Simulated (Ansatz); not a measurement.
Method: DFT PBE, scalar-relativistic, plane waves, PAW (Ansatz 0.2.0). All cells share a 420 eV cutoff and Γ-centred k meshes spaced at most about 0.3 Å⁻¹ (about 0.25 or finer for metals, 2π included). No spin polarisation in the final relaxations.

Temperature and zero-point effects are left out. All come from trial cells, and lower structures may exist.

Question: These unrelaxed guesses for LiHf2O2 are each relaxed within their symmetry. Order them by the energy at which they end, lowest first.
A.

```xyz
5
Lattice="3.8769 0.0000 0.0000 -1.9385 3.3575 0.0000 0.0000 0.0000 6.4352" Properties=species:S:1:pos:R:3 pbc="T T T"
Li    0.0000    0.0000    0.0000
Hf    1.9385    1.1192    2.3922
Hf    0.0000    2.2383    4.0430
O     0.0000    2.2383    1.6593
O     1.9385    1.1192    4.7760
```

B.

```xyz
5
Lattice="3.6588 0.0000 0.0000 0.0000 3.6588 0.0000 0.0000 0.0000 6.0870" Properties=species:S:1:pos:R:3 pbc="T T T"
Li    1.8294    1.8294    0.0000
Hf    1.8294    1.8294    4.1718
Hf    1.8294    1.8294    1.9153
O     0.0000    1.8294    3.0435
O     1.8294    0.0000    3.0435
```

C.

```xyz
5
Lattice="-1.9285 1.9285 4.6521 1.9285 -1.9285 4.6521 1.9285 1.9285 -4.6521" Properties=species:S:1:pos:R:3 pbc="T T T"
Li    0.0000    0.0000    0.0000
Hf    0.0000    0.0000    3.4425
Hf    0.0000    0.0000    5.8616
O     0.0000    1.9285    2.3260
O     1.9285    0.0000    2.3260
```

D.

```xyz
10
Lattice="6.2508 0.0000 0.0000 0.0000 6.2508 0.0000 0.0000 0.0000 3.7655" Properties=species:S:1:pos:R:3 pbc="T T T"
Li    0.0000    0.0000    0.0000
Li    3.1254    3.1254    0.0000
Hf    2.0382    5.1636    1.8828
Hf    5.1636    4.2126    1.8828
Hf    1.0872    2.0382    1.8828
Hf    4.2126    1.0872    1.8828
O     0.7641    3.8894    0.0000
O     3.8894    5.4867    0.0000
O     2.3613    0.7641    0.0000
O     5.4867    2.3613    0.0000
```

Answer: C (ends in I4/mmm, 0 meV/atom), D (ends in P4/mbm, 44 meV/atom), A (ends in P-3m1, 118 meV/atom), B (ends in P4/mmm, 0.64 eV/atom).

Spin–orbit coupling, which can matter for Hf, is left out. In I4/mmm, P-3m1, P4/mmm an odd number of electrons in the primitive cell allows no gap without spin; a larger cell or a magnetic state could open one. Cells relaxed within their symmetry can be saddle points. Some types were kept out of the candidates beforehand, so the set may lack a known form.
